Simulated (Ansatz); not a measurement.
A generator proposed this cell of YPtS2.

```cif
data_structure
_symmetry_space_group_name_H-M 'P-6m2'
_symmetry_Int_Tables_number 187
_cell_length_a 3.5370
_cell_length_b 3.5370
_cell_length_c 6.9325
_cell_angle_alpha 90.000
_cell_angle_beta 90.000
_cell_angle_gamma 120.000
_cell_volume 75.11
loop_
_atom_site_label
_atom_site_type_symbol
_atom_site_symmetry_multiplicity
_atom_site_Wyckoff_symbol
_atom_site_fract_x
_atom_site_fract_y
_atom_site_fract_z
_atom_site_occupancy
Y1 Y 1 b 0.00000 0.00000 0.50000 1
Pt1 Pt 1 a 0.00000 0.00000 0.00000 1
S1 S 2 h 0.33333 0.66667 0.25000 1
```

These are results of Ansatz, DFT PBE, scalar-relativistic, plane waves, PAW, not measurements. Settings: cutoff 420 eV, Γ-centred mesh 6×6×4 on the computed 4-atom cell, Gaussian smearing of 0.10 eV; no spin polarisation.

The zero of energy is the elements' standard structures at the same level; no fitted shifts are applied.

Problem. What does a single point on this coarse mesh give?

Solution. The pressure is 3.0 GPa (the mean over three directions, positive in compression), the largest force is 0.58 eV/Å, and the energy is −0.69 eV/atom against the elements. The shortest distance is 2.68 Å.

Problem. Is it a good guess?

Solution. A fair one: relaxing gains under 0.1 eV/atom (the start's value is from the coarse mesh, so the gain is rough) in 9 ionic steps and ends at −0.76 eV/atom on the finer mesh. The symmetry stays P-6m2 (No. 187). The volume per atom grows by 3.9 %, from 18.8 to 19.5 Å³. The shortest distance goes from 2.68 Å (Pt–S and Y–S) to 2.66 Å (Pt–S). The ratio c/a of the conventional cell changes by a factor of 0.89. Conventional cell: a = 3.723 Å, c = 6.500 Å. Around Y lie 6 S at 2.73 Å and 2 Pt at 3.25 Å; Pt is surrounded by 6 S at 2.66 Å and 2 Y at 3.25 Å; around S lie 3 Pt at 2.66 Å and 3 Y at 2.73 Å.

The last run used a 12×12×8 mesh (in the run's order of axes) for its 4-atom cell and Gaussian smearing of 0.10 eV. These runs have no spin–orbit coupling, which can matter for Pt. An odd number of electrons in the primitive cell allows no gap without spin; a larger cell or a magnetic state could open one. The reference form of S is held partly by dispersion forces, which this level lacks. The relaxation can't lower the symmetry of the start, and the grade says only how near the guess is to its own end. Symmetry constrained the relaxation, so the result can be a saddle point.
